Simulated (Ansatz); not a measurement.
Relaxed SnO (litharge type, space group P4/nmm):

```
CELL_PARAMETERS angstrom
      3.76899     0.00000     0.00000
      0.00000     3.76899     0.00000
      0.00000     0.00000     4.56019
ATOMIC_POSITIONS crystal
  Sn 0.50000 0.00000 0.25342
  Sn 0.00000 0.50000 0.74658
  O  0.00000 0.00000 0.00000
  O  0.50000 0.50000 0.00000
```

In each cell atom 3 (O, nearest neighbour Sn at 2.211 Å; its periodic images, 3.8 Å or more away, move with it) moves by s·(0.000, 0.000, 1.000) (along Cartesian z), the rest being held.

Level of theory: PBEsol-D3(BJ) (plane waves to 420 eV, PAW, scalar-relativistic; Ansatz, a program for electronic structure). k mesh 10×10×8 (Γ-centred), Fermi-Dirac smearing 0.05 eV. The energy includes the smearing's −TS. With partly filled bands, energies and forces of such displacements shift with the k mesh and the smearing. SnO was relaxed with its symmetry unable to fall. The PAW data are Ansatz's earlier set. ΔE is measured from the undisplaced structure.

| s (Å) | ΔE (meV/cell) |
|---|---|
| -0.440 | 652 |
| -0.352 | 427 |
| -0.264 | 244 |
| -0.176 | … |
| -0.088 | … |
| 0.000 | 0 |
| 0.088 | … |
| 0.176 | … |
| 0.264 | 244 |
| 0.352 | 427 |
| 0.440 | 652 |

Q: Complete the blanks.

A: 
- -0.176, ΔE (meV/cell): 110
- -0.088, ΔE (meV/cell): 28
- 0.088, ΔE (meV/cell): 28
- 0.176, ΔE (meV/cell): 110

(For displaced atoms, the force is minus the slope of the energy, and its curvature is a force constant, which sets phonon frequencies.)
